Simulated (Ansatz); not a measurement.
An elastic tensor (GPa, Voigt order, standard axes) from DFT-LDA in the program Ansatz with PAW potentials:

```
     1    2    3     4     5     6
-  ---  ---  ---  ----  ----  ----
1  162  101  101   0.0   0.0   0.0
2  101  162  101   0.0   0.0   0.0
3  101  101  162   0.0   0.0   0.0
4  0.0  0.0  0.0  54.4   0.0   0.0
5  0.0  0.0  0.0   0.0  54.4   0.0
6  0.0  0.0  0.0   0.0   0.0  54.4
```

Question: Pick the material that matches.
A. Al2Au, fluorite or antifluorite type
B. AlNi, CsCl type
C. Au, fcc (Cu type)
D. AlP, zinc blende

Answer: A, Al2Au, fluorite or antifluorite type

Space group Fm-3m (fluorite or antifluorite type). Symmetry was held in the LDA relaxation; of distortions, only those at the zone centre were tested. As this level gives no gap, shear constants depend on the k-mesh and smearing (Fermi–Dirac, 0.1 eV here). Scalar-relativistic: spin–orbit coupling is off unless named, which matters more the heavier the elements.

Potentials: the earlier of the program's two PAW sets.
